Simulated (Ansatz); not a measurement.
Starting cell, SnSe₂ (CdI2 type):

```yaml
crystal:
  lattice:
    - [7.58729, 0.00000, 0.00000]
    - [-1.89682, 3.28539, 0.00000]
    - [0.00000, 0.00000, 5.74380]
  atoms:
    - { symbol: Sn, position: [0.00000, 0.00000, 0.00000] }
    - { symbol: Sn, position: [0.50000, 0.00000, 0.00000] }
    - { symbol: Se, position: [0.16667, 0.66667, 0.27602] }
    - { symbol: Se, position: [0.66667, 0.66667, 0.27602] }
    - { symbol: Se, position: [0.33333, 0.33333, 0.72398] }
    - { symbol: Se, position: [0.83333, 0.33333, 0.72398] }
```

In this cell atom 4 (Se, nearest neighbour Sn at 2.704 Å; its periodic images, 3.8 Å or more away, move with it) is moved by s along Cartesian [110], unit vector (0.707, 0.707, 0.000); all other atoms and the cell stay fixed.

Calculation: PBEsol-D3(BJ) (plane waves to 420 eV, PAW, scalar-relativistic; Ansatz, a quantum-chemistry and plane-wave program). k mesh 4×8×5 (Γ-centred), Fermi-Dirac smearing 0.05 eV. E stands for the smeared free energy. With partly filled bands, energies and forces of such displacements shift with the k mesh and the smearing. At this level the bands of SnSe2 touch or barely overlap; measurements give the solid a gap. SnSe2 was relaxed with its symmetry unable to fall. ΔE is measured from the undisplaced structure. The last digit holds for this mesh only.

```csv
s (Å),ΔE (meV/cell)
-0.810,1334.4
-0.648,913.6
-0.486,547.8
-0.324,258.3
-0.162,68.2
0.000,0.0
0.162,75.8
0.324,319.2
0.486,760.3
0.648,1441.0
0.810,2404.3
```

Problem. What force constant k = d²E/ds² at s = 0 does the table give?

Solution. 5.5 eV/Å². It is the second difference of the nearest points, corrected with the next pair.

Problem. With k = 5.48 eV/Å² from the forces, is the well harmonic out to s = 0.810 Å?

Solution. ½ks² = 1799 meV/cell against the computed 2404 meV/cell, so the well is stiffer than harmonic there.

(For displaced atoms, the force is minus the slope of the energy, and its curvature is a force constant, which sets phonon frequencies.)
